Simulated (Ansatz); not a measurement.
Mo (bcc, W type)

```cif
data_Mo2
_chemical_formula_sum 'Mo2'
_space_group_name_H-M_alt 'Im-3m'
_space_group_IT_number 229
_space_group_name_Hall '-I 4 2 3'
_cell_length_a 3.15061
_cell_length_b 3.15061
_cell_length_c 3.15061
_cell_angle_alpha 90.000
_cell_angle_beta 90.000
_cell_angle_gamma 90.000
loop_
_atom_site_label
_atom_site_type_symbol
_atom_site_symmetry_multiplicity
_atom_site_Wyckoff_symbol
_atom_site_fract_x
_atom_site_fract_y
_atom_site_fract_z
_atom_site_occupancy
Mo1 Mo 2 a 0.00000 0.00000 0.00000 1
```
(The calculation used a cell of 1 atom; values per cell refer to that cell.)

This relaxed cell (volume V₀) is scaled evenly in all directions, its shape held. Symmetry pins the atoms to their sites.

All values below come from r2SCAN (plane waves to 500 eV, PAW, scalar-relativistic; Ansatz, a program for electronic structure). k mesh 21×21×21 (Γ-centred), Fermi-Dirac smearing 0.05 eV. The energy includes the smearing's −TS. Mo is run without spin polarisation. Mo was relaxed with its symmetry unable to fall. ΔE is measured from the relaxed starting cell.

### Question
Give the computed ΔE (eV/atom) at V/V₀ = 0.940, 0.964, 0.988, 1.024, 1.036.

### Answer
```tsv
V/V₀	ΔE (eV/atom)
0.940	0.053
0.964	0.018
0.988	0.002
1.024	0.007
1.036	0.016
```

(Under strain, the slope of the energy per volume gives the stress and its curvature an elastic modulus.)
